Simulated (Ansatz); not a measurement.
Here is the system:

HfC:
```xyz
4
Lattice="3.8399 0.0000 0.0000 -1.9200 3.3255 0.0000 0.0000 0.0000 4.6273" Properties=species:S:1:pos:R:3 pbc="T T T"
Hf     0.0000     2.2170     3.4705
Hf     1.9200     1.1085     1.1568
C      0.0000     2.2170     1.1568
C      1.9200     1.1085     3.4705
```

This is the r²SCAN-relaxed structure.

### Question
All from r²SCAN in the plane-wave PAW code Ansatz, unless another level is named. Give the electronic character.

### Answer
metallic (no gap).

### Question
What about the density of states at the Fermi level?

### Answer
0.06 states/eV per atom (mean over ±0.08 eV).

### Question
Predict the formation energy from the elements (no fitted shifts).

### Answer
-0.83 eV/atom.

### Question
What about the gap with spin–orbit coupling?

### Answer
none (metallic).

Space group P6_3/mmc. The start of the workflow was typed in or built on a structure type; the Crystallography Open Database copy checked does not list it. It is not the phase usual at ambient conditions (space group No. 225). Symmetry was held in the r²SCAN relaxation; whether a distortion lowers the energy is not shown. The run is not spin-polarised. The references are the lowest solids computed at this level, not always the standard phases. Scalar-relativistic: spin–orbit coupling is off unless named, which matters more the heavier the elements.

Potentials: the later of the program's two PAW sets.
